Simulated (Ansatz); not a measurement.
The relaxed structure here is a generated cell of SnS2: the first start was made by placing the elements on the sites of a structure type, and the end was not matched to a known phase here, so it may be hypothetical. Known forms of SnS2 include space group No. 164.

The end point of a relaxation of SnS₂. Space group Pmma (No. 51). All values below come from PBE (plane waves to 420 eV, PAW, scalar-relativistic; Ansatz, a program for electronic structure).

```cif
data_S4Sn2
_chemical_formula_sum 'Sn2 S4'
_space_group_name_H-M_alt 'Pmma'
_space_group_IT_number 51
_space_group_name_Hall '-P 2a 2a'
_cell_length_a 7.84056
_cell_length_b 3.80192
_cell_length_c 5.08059
_cell_angle_alpha 90.000
_cell_angle_beta 90.000
_cell_angle_gamma 90.000
loop_
_atom_site_label
_atom_site_type_symbol
_atom_site_symmetry_multiplicity
_atom_site_Wyckoff_symbol
_atom_site_fract_x
_atom_site_fract_y
_atom_site_fract_z
_atom_site_occupancy
Sn1 Sn 2 f 0.25000 0.50000 0.41973 1
S1 S 4 i 0.01621 0.00000 0.20573 1
```

For SnS2, the volume per atom is 25.24 Å³ and the density comes out as 4.01 g/cm³. The band gap is no gap on the sampled points, where the bands overlap only slightly; such a result is sensitive to mesh and level and the shortest distances is S–S 2.11 Å; S–Sn 2.86 Å. The k-mesh is 6×12×9.

Band energies at high-symmetry points (eV from the Fermi level; labels of this space group; no spin-orbit coupling), from −5 eV up to 2.5 eV:

```
point                                                                         energies
-----  -------------------------------------------------------------------------------
Γ                      -3.95 -3.60 -3.60 -3.00 -2.33 -2.16 -0.76 -0.55 -0.21 1.65 1.68
X                            -3.34 -3.34 -2.30 -2.30 -1.79 -1.79 -0.46 -0.46 1.79 1.79
S                  -4.29 -4.29 -3.77 -3.77 -1.88 -1.88 -1.11 -1.11 1.75 1.75 1.77 1.77
Y                              -3.01 -2.11 -2.10 -2.10 -2.02 -0.28 1.10 1.39 1.57 1.89
Z           -4.63 -4.12 -3.64 -3.00 -2.97 -2.65 -1.97 -1.58 -0.96 -0.39 0.19 0.53 0.90
U      -4.18 -4.18 -3.65 -3.65 -2.84 -2.84 -1.49 -1.49 -1.27 -1.27 1.02 1.02 1.70 1.70
R      -4.75 -4.75 -4.44 -4.44 -3.49 -3.49 -2.28 -2.28 -1.72 -1.72 0.49 0.49 1.33 1.33
T                 -4.48 -4.32 -4.20 -4.03 -3.69 -2.77 -2.76 -0.81 -0.56 0.04 0.53 0.92
```

The relaxed cell holds bonded S–S pairs (2.11 Å). No spin polarisation in the result.

The run could not lose the symmetry of its start, so the end can be a saddle point.

It was reached from a disturbed copy of a Cmmm (No. 65) cell, against which it lies -0.18 eV/atom.
